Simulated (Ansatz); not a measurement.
# Relaxing selenium (diamond)

The calculation used DFT, LDA (PW92), plane waves (420 eV) with PAW, scalar-relativistic in Ansatz 0.2.0. The PAW files were generated under PBE, with cores re-solved for the functional.

k-point mesh 9×9×9, Fermi-Dirac smearing 0.1 eV, no spin polarisation. Cell and atoms relax.

Starting structure:

```
CELL_PARAMETERS angstrom
0.00000 3.08783 3.08783
3.08783 0.00000 3.08783
3.08783 3.08783 0.00000
ATOMIC_POSITIONS crystal
Se 0.12500 0.12500 0.12500
Se 0.87500 0.87500 0.87500
```

The pressure at the start is -0.1 GPa. By how much does the volume change?

From 29.44 to 29.33 Å³ per atom, -0.4 %. The final cell has a = 6.168 Å.

How much energy does the relaxation gain?

0.0 meV per atom.

Path of the relaxation (the plane waves are chosen anew near the end, which can shift the energy a little):

| step | E − E(final) (meV/atom) | V (Å³/atom) | P (GPa) | max force (eV/Å) |
| --- | --- | --- | --- | --- |
| 0 | 0.03 | 29.442 | -0.13 | 0.000 |
| 1 | -0.01 | 29.335 | 0.04 | 0.000 |
| 2 | 0.00 | 29.335 | 0.04 | 0.000 |
